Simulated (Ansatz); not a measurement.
BaHfO3:
Space group Pm-3m (No. 221); a = 4.1772 Å, b = 4.1772 Å, c = 4.1772 Å, α = 90.00°, β = 90.00°, γ = 90.00°

| atom | site | symmetry | x | y | z |
|---|---|---|---|---|---|
| Ba | 1a | m-3m | 0.0000 | 0.0000 | 0.0000 |
| Hf | 1b | m-3m | 0.5000 | 0.5000 | 0.5000 |
| O | 3c | 4/mm.m | 0.0000 | 0.5000 | 0.5000 |

This is the r²SCAN-relaxed structure.

**Question.** All from the program Ansatz at the r²SCAN level (PAW), unless another level is named. Give the electron effective mass, band 2 of 3 at the edge.

**Answer.** 0.35 along [100], 0.56 along [110], 0.47 along [111] (mₑ).

**Question.** And the electron effective mass with spin–orbit coupling, band 1 of 2 at the edge?

**Answer.** 0.80 along [100], 0.61 along [110], 0.51 along [111] (mₑ).

**Question.** And the smallest direct gap on the standard path?

**Answer.** 4.32 eV.

**Question.** Next, the HSE06 gap on the r²SCAN cell?

**Answer.** 5.18 eV.

Symmetry was held in the r²SCAN relaxation; phonons on a q-mesh show no instability. No spin polarisation was allowed. Scalar-relativistic: spin–orbit coupling is off unless named, which matters more the heavier the elements.

Potentials: the later of the program's two PAW sets.
